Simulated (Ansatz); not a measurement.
Relaxed-ion elastic tensor of Al (dhcp (α-La type), P6_3/mmc) in GPa (Voigt order), the program Ansatz at the LDA level (PAW); density 2.82 g/cm³, 15.87 Å³ per atom.

|  | 1 | 2 | 3 | 4 | 5 | 6 |
|---|---|---|---|---|---|---|
| 1 | 127 | 62.3 | 59.7 | 0.0 | 0.0 | 0.0 |
| 2 | 62.3 | 127 | 59.7 | 0.0 | 0.0 | 0.0 |
| 3 | 59.7 | 59.7 | 127 | 0.0 | 0.0 | 0.0 |
| 4 | 0.0 | 0.0 | 0.0 | 30.0 | 0.0 | 0.0 |
| 5 | 0.0 | 0.0 | 0.0 | 0.0 | 30.0 | 0.0 |
| 6 | 0.0 | 0.0 | 0.0 | 0.0 | 0.0 | 32.3 |

Problem. Is the crystal mechanically stable?

Solution. Yes: the smallest eigenvalue of C is 30.0 GPa.

Problem. Work out the Voigt, Reuss and Hill averages.

Solution. K_V = 82.7, K_R = 82.7, K_H = 82.7; G_V = 31.7, G_R = 31.7, G_H = 31.7 GPa.

Problem. Give Young's modulus, Poisson's ratio, Pugh's ratio and the universal anisotropy index.

Solution. E = 9KG/(3K + G) = 84.3 GPa; ν = 0.33; K/G = 2.61 (ductile by the Pugh limit of 1.75); A_U = 5G_V/G_R + K_V/K_R − 6 = 0.01.

Problem. Estimate the sound speeds and the Debye temperature.

Solution. v_l = √((K + 4G/3)/ρ) = 6650 m/s, v_t = √(G/ρ) = 3350 m/s, mean 3760 m/s; Θ = (h/k)(3n/4πV)^(1/3) v_m = 445 K.

Problem. How much does each axis shrink under pressure?

Solution. Linear compressibilities β_i = Σ_j S_ij (j = 1 to 3): x 4.0, y 4.0, z 4.1 per TPa.

The workflow started from a Materials Project entry (that database holds measured and hypothetical structures alike); the Crystallography Open Database copy checked does not list it. It is not the phase usual at ambient conditions (space group No. 225). The LDA relaxation kept the symmetry of its start; its stability against distortions is not shown here. As this level gives no gap, shear constants depend on the k-mesh and smearing (Fermi–Dirac, 0.1 eV here).

Potentials: the later of the program's two PAW sets.
